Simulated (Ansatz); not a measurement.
Consider the following.

PbS:
```
PbS
1.0
    0.00000     3.00432     3.00432
    3.00432     0.00000     3.00432
    3.00432     3.00432     0.00000
Pb S
1 1
Direct
  0.00000   0.00000   0.00000
  0.50000   0.50000   0.50000
```

This is the PBE-relaxed structure.

Question: All from PBE in the plane-wave PAW code Ansatz, unless another level is named. Give the hole effective mass.

Answer: 0.13, 0.13, 0.19 mₑ (principal values).

Question: Give the formation energy from the elements (no fitted shifts).

Answer: -547 meV/atom.

Question: And the weight of the conduction-edge state by species (Voronoi cells)?

Answer: Pb 62 %, S 38 %.

Question: And the gap with spin–orbit coupling?

Answer: none (metallic).

Question: And the Z2 indices of the occupied bands with spin–orbit coupling?

Answer: 0;(000).

Space group Fm-3m (rock salt). The cell was relaxed with PBE under the symmetry of its start; of distortions, only those at the zone centre were tested. The references are the lowest solids computed at this level, not always the standard phases. Scalar-relativistic: spin–orbit coupling is off unless named, which matters more the heavier the elements.

Potentials: the later of the program's two PAW sets.
